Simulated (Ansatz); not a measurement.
GaSb (zinc blende)

```xyz
2
Lattice="0.0000 3.0662 3.0662 3.0662 0.0000 3.0662 3.0662 3.0662 0.0000" Properties=species:S:1:pos:R:3 pbc="T T T"
Sb     1.5331     1.5331     1.5331
Ga     0.0000     0.0000     0.0000
```

This relaxed cell (volume V₀) is scaled evenly in all directions, its shape held. Symmetry pins the atoms to their sites.

Computed with r2SCAN (plane waves to 500 eV, PAW, scalar-relativistic; Ansatz, an electronic-structure program). k mesh 14×14×14 (Γ-centred), Fermi-Dirac smearing 0.05 eV. Stress and pressure are positive under compression. GaSb was relaxed with its symmetry unable to fall. Spin-orbit coupling is left out, though Sb is heavy.

At one point of the scan the stress tensor (GPa) is:

```
    1.9      0.0      0.0
    0.0      1.9      0.0
    0.0      0.0      1.9
```

Q: Which point is it?
A. V/V₀ = 0.968
B. V/V₀ = 0.936
C. V/V₀ = 0.840
D. V/V₀ = 0.904

A: A, V/V₀ = 0.968

(A scan under strain: stresses follow from slopes of the energy per volume, elastic moduli from its curvatures.)
